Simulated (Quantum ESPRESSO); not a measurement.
Kohn-Sham bands of CsCl (CsCl type)

```
CsCl
1.0
    4.14370     0.00000     0.00000
    0.00000     4.14370     0.00000
    0.00000     0.00000     4.14370
Cs Cl
1 1
Direct
  0.00000   0.00000   0.00000
  0.50000   0.50000   0.50000
```

Materials Project entry mp-22865; symmetrised, unrelaxed at this level. COD (Crystallography Open Database) has the formula in 2 space groups, this one among them (matched by group alone). Level: PBEsol, no spin polarisation, no spin-orbit coupling; pw.x of Quantum ESPRESSO at 47 Ry with PseudoDojo potentials, 8×8×8 k-points, Wannier90. Density: 8×8×8 mesh, cold smearing 0.01 Ry. Spin-orbit coupling is left out although heavy elements are present.

Energies are relative to the valence-band maximum; weights are on the orthonormalised atomic waves of the pseudopotential files, averaged over the group. 16 electrons a cell are treated as valence.

```
bands  from (eV)  to (eV)  filling  weight on atomic waves
-----  ---------  -------  -------  ----------------------
1         -19.39   -19.18   filled              (withheld)
2         -12.17   -11.97   filled              (withheld)
3–5        -6.62    -5.64   filled              (withheld)
6–8        -1.17     0.00   filled              (withheld)
```

Q: Which atomic shells make up each group?

A: 
- 1, weight on atomic waves: Cs 5s 96 %
- 2, weight on atomic waves: Cl 3s 94 %, Cs 6s 5 %
- 3–5, weight on atomic waves: Cs 5p 97 %
- 6–8, weight on atomic waves: Cl 3p 95 %

The Kohn-Sham gap over both meshes and the path is 4.99 eV.
